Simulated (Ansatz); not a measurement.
Input:

Relaxed PbTe (rock salt):

```
CELL_PARAMETERS angstrom
      0.00000     6.56902     6.56902
      3.28451     0.00000     3.28451
      3.28451     3.28451     0.00000
ATOMIC_POSITIONS crystal
  Te 0.00000 0.00000 0.00000
  Te 0.50000 0.00000 0.00000
  Pb 0.25000 0.50000 0.50000
  Pb 0.75000 0.50000 0.50000
```

The atoms are displaced by Q × the pattern below (from a DFPT mode at L = (0.5, 0.0, 0.0), largest move 1; Q in Å), at fixed cell. (q is in reciprocal vectors of the primitive cell; the cell shown is doubled to hold the pattern.)

| atom | x | y | z |
|---|---|---|---|
| Te1 | -0.577 | 0.577 | 0.577 |
| Te2 | 0.577 | -0.577 | -0.577 |

Atoms not listed stay in place.

Computed with PBE (plane waves to 420 eV, PAW, scalar-relativistic; Ansatz, an electronic-structure program). k mesh 9×9×9 (Γ-centred), Fermi-Dirac smearing 0.05 eV. Energies are smeared free energies. PbTe was relaxed with its symmetry unable to fall. Spin-orbit coupling is left out, though Pb and Te are heavy. The zero of ΔE is the undisplaced structure.

The scan covers Q from -0.180 to 0.180 Å in 13 points.

**Question.** Which space group does the distorted structure have?

**Answer.** R-3m (No. 166), lowered from Fm-3m.

**Question.** Is this a single well or a double well?

**Answer.** A single well with its minimum at or next to zero displacement.

**Question.** What is the energy change at Q = 0.180 Å?

**Answer.** 155.6 meV/cell.

**Question.** What harmonic wavenumber does the curvature at Q = 0 give?

**Answer.** 101 cm⁻¹.

(A displaced cell: forces are minus the slopes of the energy, force constants its curvatures, and phonons follow from these.)
